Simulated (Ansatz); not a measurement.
A plane-wave run on Yb2CoW2

The input, for Ansatz 0.2.0 (plane waves, PAW):

```yaml
crystal:
  lattice:
    - [0.0, 3.988752, 0.0]
    - [5.060694, -1.994376, 0.0]
    - [-0.363895, 1.994376, -8.438483]
  atoms:
    - { symbol: W, position: [0.3495, 0.2641, 0.5651] }
    - { symbol: W, position: [0.6505, 0.7359, 0.4349] }
    - { symbol: Yb, position: [0.18848, 0.27187, 0.89491] }
    - { symbol: Yb, position: [0.81152, 0.72813, 0.10509] }
    - { symbol: Yb, position: [0.99928, 0.67198, 0.67342] }
    - { symbol: Yb, position: [0.00072, 0.32802, 0.32658] }
    - { symbol: Co, position: [0.2726, 0.9222, 0.377] }
    - { symbol: Co, position: [0.7274, 0.0778, 0.623] }
    - { symbol: W, position: [0.497, 0.8693, 0.8753] }
    - { symbol: W, position: [0.503, 0.1307, 0.1247] }
kpoints:
  mp_grid: { grid: [5, 5, 5], shift: [0, 0, 0] }
  band_path:
    path:
      - [0.0, 0.0, 0.0]
      - [0.60171089, -0.30085544, 0.30085544]
      - [0.39828911, -0.69914456, 0.69914456]
      - [0.0, -0.5, 0.5]
      - [0.0, 0.0, 0.0]
      - [0.0, -0.5, 0.0]
      - [0.45013057, -0.72506529, 0.22506529]
      - [0.54986943, -0.27493471, -0.22506529]
      - [0.0, 0.0, -0.5]
      - [0.0, 0.0, 0.0]
      - [0.5, -0.5, 0.0]
    npoints: 6
magnetization:
  spin_polarized: false
scf:
  occupations: { method: fermi_dirac }
  lower_state_search: "off"
  max_iter: 200
hamiltonian:
  pseudopotentials: { kind: paw }
  xc: r2scan
basis:
  ecutwfc: 500
  fft_grid_basis: typed
output:
  forces: true
  stress: true
  eigenvalues: true
  bader: true
  populations: true
  elf: true
  write_potential: true
  volumetric_format: npy
  dos:
    e_range: [-12, 8]
    de: 0.05
    projected: { site_lists: { Co: [Co], W: [W], Yb: [Yb] } }
checkpoint:
  read: saved_state
```

The run starts from an earlier solution of this cell. 

Excerpt of what it printed:

```
Free energy (F): -107067.9143 eV
Harris-Foulkes:  -107067.9143 eV  (|F-HF|=9.93e-8)
Internal energy: -107067.4087 eV  (E = F + TS)
E sigma→0 (E₀):  -107067.6615 eV
Entropy (-TS):   -0.5056 eV (-50.564 meV/atom)
Fermi energy:    19.7358 eV
--- Per-component energies (eV) ---
  E_band       = -170.4836
  E_kinetic    = 4235.7469
  E_local      = -30401.3245  (includes V_loc(G=0)·N_el)
  E_nonlocal   = 3016.4597
  E_hartree    = 13154.8412
  E_xc         = -1988.0104
  E_vxc        = -2467.0284  (∫ρ·V_xc dr)
  E_paw        = -66833.3737  (= ΣΔE_a)
  E_vpaw       = -1008.1131  (= ΣTr[D̂ρ^β])
  E_aug_tail   = -0.0001  (compensation charges beyond the density's cutoff)
  E_vtau       = 144.1097  (kinetic-family band-sum trace: ∫τ·v_τ [+ j·A + Jᵃ·Aᵃ] dr)
  E_ewald      = -28252.2024
  E_core_change = 0.4546  (= ΣΔE_core)
  E_smearing   = -0.5056  (= −TS)
--- Forces (eV/Å), atoms counted from 1 ---
  atom   1  W      0.6768     0.0000     0.4394
  atom   2  W     -0.6768     0.0000    -0.4394
  atom   3  Yb     0.7230     0.0000    -0.1756
  atom   4  Yb    -0.7230     0.0000     0.1756
  atom   5  Yb    -0.6492     0.0000    -0.7618
  atom   6  Yb     0.6492     0.0000     0.7618
  atom   7  Co    -0.3550     0.0000     1.9268
  atom   8  Co     0.3550     0.0000    -1.9268
  atom   9  W     -0.0816     0.0000     0.4617
  atom  10  W      0.0816     0.0000    -0.4617
--- Stress (GPa, compression-positive) ---
       20.1800       0.0000      -0.0549
        0.0000      25.1448       0.0000
       -0.0549       0.0000      25.2839
  P = ⅓ Tr σ = 23.5363 GPa (235.363 kbar)
--- Löwdin populations: 10 sites ---
  site symbol       q [e]
     0      W     13.6242
     1      W     13.6242
     2     Yb     24.3649
     3     Yb     24.3649
     4     Yb     24.6210
     5     Yb     24.6210
     6     Co     16.5233
     7     Co     16.5233
     8      W     13.6007
     9      W     13.6007
  spilling = 0.0029 (of n_electrons = 186.0000)
--- Bader charges: 10 sites ---
  site symbol  charge [e]  shift [e]
     0      W     -0.2629     0.0032
     1      W     -0.2629     0.0032
     2     Yb      1.0642     0.0000
     3     Yb      1.0642     0.0000
     4     Yb      1.0952     0.0000
     5     Yb      1.0952     0.0000
     6     Co     -0.9158     0.0043
     7     Co     -0.9158     0.0043
     8      W     -0.9808     0.0011
     9      W     -0.9808     0.0011
```

Total energies depend on the potentials used, so only differences within one code and one set of settings carry meaning.

Origin: a known structure type with other elements, at an estimated volume, so it need not be a known compound. Caveats: no spin polarisation, so a magnetic state may lie lower; the k mesh is coarse if the cell is a metal; atoms or cell far from equilibrium; f levels without a U or exact exchange are poorly placed.
